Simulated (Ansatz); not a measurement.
Si12W in space group P6/mmm (No. 191; W on 1a, Si on 12n), r²SCAN+D4 (plane waves, PAW; program Ansatz), all energies at zero smearing, with the estimated change up to a 700 eV cutoff added, with one set of potentials and settings (totals compare only within such a set). Cell of 13 atoms (1 W, 12 Si): -18062.915 eV.

| element | reference phase | E (eV/atom) |
|---|---|---|
| W | Im-3m, 1 atoms in the cell | -10398.4727 |
| Si | Fd-3m, 2 atoms in the cell | -639.1854 |

Formation energy per atom, worked out: (-18062.915 − 1×(-10398.4727) − 12×(-639.1854))/13 = 0.445 eV/atom (43 kJ per mol of atoms), at 0 K, without zero-point energy or fitted corrections.

The start of the workflow was typed in or built on a structure type; neither database checked (COD, Materials Project) lists it. Its standing as an ambient phase is unchecked. The cell was relaxed with r²SCAN+D4 under the symmetry of its start; whether a distortion lowers the energy is not shown. The run is not spin-polarised. Its formation energy is positive at this level, so the cell may be metastable or incomplete. The references are the lowest solids computed at this level, not always the standard phases. Spin–orbit coupling is left out wherever it is not named.

Potentials: the earlier of the program's two PAW sets.
